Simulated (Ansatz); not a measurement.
Values for one crystal, relaxed and computed with the program Ansatz at the r²SCAN level (PAW); other levels are named.

| Quantity | Value |
|---|---|
| Volume per atom | 32.16 Å³ |
| Band gap | 0.95 eV (direct) |
| Electron effective mass | 0.057, 0.057, 0.084 mₑ (principal values) |
| Hole effective mass with spin–orbit coupling | 0.075, 0.075, 0.29 mₑ (principal values) |
| Valence-band maximum | at Γ |
| Conduction-band minimum | at Γ |
| Formation energy from the elements (no fitted shifts) | -0.25 eV/atom |

Task: Pick the material that matches.
(A) BaTiO3, cubic perovskite
(B) GdBr3, C2/m (Gd on 4g, Br on 4i, Br on 8j)
(C) AlInSb2, P-4m2 (Al on 1a, In on 1c, Sb on 2g)
(D) AuBr, I4_1/amd (Au on 8c, Br on 8e)

Result: C, AlInSb2, P-4m2 (Al on 1a, In on 1c, Sb on 2g)

The workflow started from a Materials Project entry (that database holds measured and hypothetical structures alike); the Crystallography Open Database copy checked does not list it. With Al and In taken as one species the cell has the higher symmetry F-43m, so it may be an ordered model of a mixed-site phase. Its standing as an ambient phase is unchecked. Symmetry was held in the r²SCAN relaxation; whether a distortion lowers the energy is not shown. The references are the lowest solids computed at this level, not always the standard phases. Scalar-relativistic: spin–orbit coupling is off unless named, which matters more the heavier the elements.

Potentials: the later of the program's two PAW sets.
